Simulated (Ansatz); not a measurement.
Co (hcp (Mg type), P6_3/mmc) at seven volumes, PBEsol in the plane-wave PAW code Ansatz, shape and atoms relaxed at each. One row is withheld.

```tsv
V (Å³/atom)	P (GPa)
9.430	29.08
9.741	?
10.052	7.99
10.363	0.01
10.674	-6.60
10.985	-12.21
11.296	-16.97
```

### Question
Fit the shown pressures and predict the withheld one.

### Answer
Third-order Birch–Murnaghan: P = (3/2)B₀(x^(7/2) − x^(5/2))[1 + (3/4)(B′ − 4)(x − 1)] with x = (V₀/V)^(2/3). Least squares on the six rows gives V₀ = 10.364 Å³/atom, B₀ = 243.3 GPa, B′ = 4.96. At V = 9.741, x = 1.0422 and P = 17.59 GPa. The run itself gave 17.59 GPa.

The cell was relaxed with PBEsol under the symmetry of its start. Magnetic state: ferromagnetic, chosen from 5 collinear starts compared on coarse meshes (ties went to the first, and starts can fall back to one state), not a proven ground state. Textbook magnetic order: ferromagnetic.

Potentials: the earlier of the program's two PAW sets. The files were generated under PBE; for other functionals the program regenerates the frozen cores, and for LDA and PBEsol the local potential too.
